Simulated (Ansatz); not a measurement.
Magnetic states of chromium, diamond

Level of theory: DFT, BLYP, plane waves (420 eV) with PAW, scalar-relativistic (Ansatz 0.2.0). The PAW files were generated under PBE, with cores re-solved for the functional.

Each start was relaxed and then solved on a dense mesh, with Fermi-Dirac smearing of 0.05 eV (0.1 eV in a metal without spin) extrapolated to zero. Rows within 2 meV/atom of each other tie.

Question: Where does each start end, and how do the energies compare? Starts: antiferromagnetic; non-magnetic.

Answer: 
| start | ends | ΔE (meV/atom) | V (Å³/atom) |
| --- | --- | --- | --- |
| antiferromagnetic | antiferromagnetic, largest moment 2.63 μB in the atomic sphere | 0.0 | 20.64 |
| non-magnetic | spin not included | 245.1 | 17.34 |
